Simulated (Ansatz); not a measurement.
SnSe2 (CdI2 type)

```yaml
crystal:
  lattice:
    - [3.84028, 0.00000, 0.00000]
    - [-1.92014, 3.32578, 0.00000]
    - [0.00000, 0.00000, 6.00569]
  atoms:
    - { symbol: Sn, position: [0.00000, 0.00000, 0.00000] }
    - { symbol: Se, position: [0.33333, 0.66667, 0.26533] }
    - { symbol: Se, position: [0.66667, 0.33333, 0.73467] }
```

The slice is a (1 -1 0 0) plane (indices of the conventional cell) through the point (0.667, 0.333, 0.735) (fractional), spanned by u = [110] and v = [001] in vectors of this cell: u (3.84 Å) and v (6.01 Å, at 90° to u). It covers one period; positions are fractions (u, v).

Computed with PBE-D3(BJ) (plane waves to 420 eV, PAW, scalar-relativistic; Ansatz, a program for electronic structure). k mesh 10×10×6. These are valence fields of a PAW run, semicore shells included where kept as valence: close to a nucleus they are smooth pseudo fields. SnSe2 was relaxed with its symmetry unable to fall.

**Question.** Sketch the density of the lowest conduction band (whole band as if filled, smooth part) on this plane as a map.

**Answer.** 
```
|..==@@%%++::        ::++%%@@==|
|==++##**==::        ::==**##++|
|========::..        ..::======|
|::::::....            ....::::|
|                              |
|                              |
|                              |
|          ............        |
|        ....::::::::....      |
|      ....::::----::::....    |
|      ....::::::::::::....    |
|        ................      |
|                              |
|                              |
|                              |
|          ....::::....        |
|          ..::----::..        |
|          ..--====--..        |
|::::..    ..::----::..    ..::|
|++==::..    ..::::..    ..::==|
|%%##++::      ....      ::++##|
|@@@@%%==::            ::==%%@@|
|==##@@##--..        ..--##@@##|
|  ==@@@@++::        ::++@@@@==|
```
Scale: ten equal steps from 0.006 (start of ' ') to 0.113 (end of '@'), in the order ' .:-=+*#%@'. Values: density of the lowest conduction band (whole band as if filled, smooth part) in e/Å³. The map has 15 points along u (two characters each, u = 0 at the left) and 24 along v (v = 0 in the bottom row).
